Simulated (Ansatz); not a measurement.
Input:

W2N:
```cif
data_NW2
_chemical_formula_sum 'N1 W2'
_space_group_name_H-M_alt 'P 1'
_space_group_IT_number 1
_cell_length_a 2.79766
_cell_length_b 2.79766
_cell_length_c 5.31939
_cell_angle_alpha 90.000
_cell_angle_beta 90.000
_cell_angle_gamma 120.000
loop_
_space_group_symop_operation_xyz
  'x, y, z'
loop_
_atom_site_label
_atom_site_type_symbol
_atom_site_fract_x
_atom_site_fract_y
_atom_site_fract_z
_atom_site_occupancy
N1 N 0.00000 0.00000 0.00000 1
W1 W 0.33333 0.66667 0.26893 1
W2 W 0.66667 0.33333 0.73107 1
```

This is the PBEsol-relaxed structure.

Task: All from plane-wave PAW PBEsol (Ansatz code), unless another level is named. Estimate the electronic character.

Result: metallic (no gap).

Task: Predict the formation energy from the elements (no fitted shifts).

Result: -0.039 eV/atom.

Task: What about the density of states at the Fermi level?

Result: 0.68 states/eV per atom (mean over ±0.08 eV).

Space group P-3m1 (anti-CdI2 type). A made-up cell: these elements were put on the sites of a structure type; neither database checked (COD, Materials Project) lists it. Whether it is the stable phase at ambient conditions was not checked. The PBEsol relaxation kept the symmetry of its start; its stability against distortions is not shown here. The run is not spin-polarised. With an odd number of electrons in the cell and no spin polarisation, the count alone makes it a metal. The references are the lowest solids computed at this level, not always the standard phases (solids in place of the gases). Spin–orbit coupling is left out wherever it is not named.

Potentials: the earlier of the program's two PAW sets. The files were generated under PBE; for other functionals the program regenerates the frozen cores, and for LDA and PBEsol the local potential too.
